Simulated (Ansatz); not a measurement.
The calculation used Ansatz 0.2.0, DFT PBE, scalar-relativistic, plane waves, PAW. All cells share a 420 eV cutoff and Γ-centred k meshes spaced at most about 0.3 Å⁻¹ (about 0.25 or finer for metals, 2π included). No spin polarisation in the final relaxations.

Each of these unrelaxed guesses is relaxed in cell and atoms within its symmetry. A guess keeps its type if space group and coordination stay and the shape of the cell changes little (axis ratios within about 15 %, angles within 6°); the volume may change.

1. Mg2Cd3Te

Space group P6/mmm (No. 191). a = 5.929 Å, b = 5.929 Å, c = 4.910 Å, α = 90.00°, β = 90.00°, γ = 120.00°
```tsv
atom	site	symmetry	x	y	z
Mg	2c	-6m2	0.3333	0.6667	0.0000
Cd	3g	mmm	0.5000	0.0000	0.5000
Te	1a	6/mmm	0.0000	0.0000	0.0000
```

2. Al3BP2

Space group P6/mmm (No. 191). a = 5.779 Å, b = 5.779 Å, c = 3.025 Å, α = 90.00°, β = 90.00°, γ = 120.00°
```csv
atom,site,symmetry,x,y,z
Al,3g,mmm,0.5000,0.0000,0.5000
B,1a,6/mmm,0.0000,0.0000,0.0000
P,2c,-6m2,0.3333,0.6667,0.0000
```

3. In3GaSbN

Space group P4/mmm (No. 123). a = 6.351 Å, b = 6.351 Å, c = 6.669 Å, α = 90.00°, β = 90.00°, γ = 90.00°
```
atom  site  symmetry       x       y       z
  In    2g       4mm  0.0000  0.0000  0.7985
  In    1c     4/mmm  0.5000  0.5000  0.0000
  Ga    1b     4/mmm  0.0000  0.0000  0.5000
  Sb    1d     4/mmm  0.5000  0.5000  0.5000
   N    1a     4/mmm  0.0000  0.0000  0.0000
```

4. CdTeSe4

Space group F-43m (No. 216). a = 8.638 Å, b = 8.638 Å, c = 8.638 Å, α = 90.00°, β = 90.00°, γ = 90.00°
| atom | site | symmetry | x | y | z |
| --- | --- | --- | --- | --- | --- |
| Cd | 4a | -43m | 0.0000 | 0.0000 | 0.0000 |
| Te | 4c | -43m | 0.2500 | 0.2500 | 0.2500 |
| Se | 16e | .3m | 0.8755 | 0.3755 | 0.1245 |

5. SrAl2O2

Space group I4/mmm (No. 139). a = 3.794 Å, b = 3.794 Å, c = 9.552 Å, α = 90.00°, β = 90.00°, γ = 90.00°
| atom | site | symmetry | x | y | z |
| --- | --- | --- | --- | --- | --- |
| Sr | 2a | 4/mmm | 0.0000 | 0.0000 | 0.0000 |
| Al | 4d | -4m2 | 0.0000 | 0.5000 | 0.2500 |
| O | 4e | 4mm | 0.0000 | 0.0000 | 0.3595 |

Problem. Which keep their type?

Solution. Guesses 1, 2 and 4 keep their type.

```
guess  kept  start group  end group  V start (Å³/atom)  V end  b/a and c/a, end over start  nearest neighbours start   nearest neighbours end
    1   yes       P6/mmm     P6/mmm               24.9   25.9                   1.00, 1.04        Cd 8, Mg 12, Te 18       Cd 8, Mg 12, Te 18
    2   yes       P6/mmm     P6/mmm               14.6   18.3                   1.00, 1.05           Al 4, B 20, P 6          Al 4, B 20, P 6
    3    no       P4/mmm     P4/mmm               44.8   25.2                   1.00, 2.44   Ga 2, In 1/2, N 2, Sb 2  Ga 6, In 1/4, N 2, Sb 4
    4   yes        F-43m      F-43m               26.9   23.5                   1.00, 1.00        Cd 16, Se 6, Te 16       Cd 16, Se 6, Te 16
    5    no       I4/mmm     I4/mmm               13.8   19.3                   1.00, 1.24          Al 4, O 4, Sr 18          Al 4, O 4, Sr 2
```

Neighbours count within 15 % of an atom's shortest distance; end groups are read at 0.02 Å (0.05 Å in metals).

Spin–orbit coupling, which can matter for Sb and Te, is left out. Cells relaxed within their symmetry can be saddle points.

In counts of neighbours, a slash parts the counts of unlike sites.
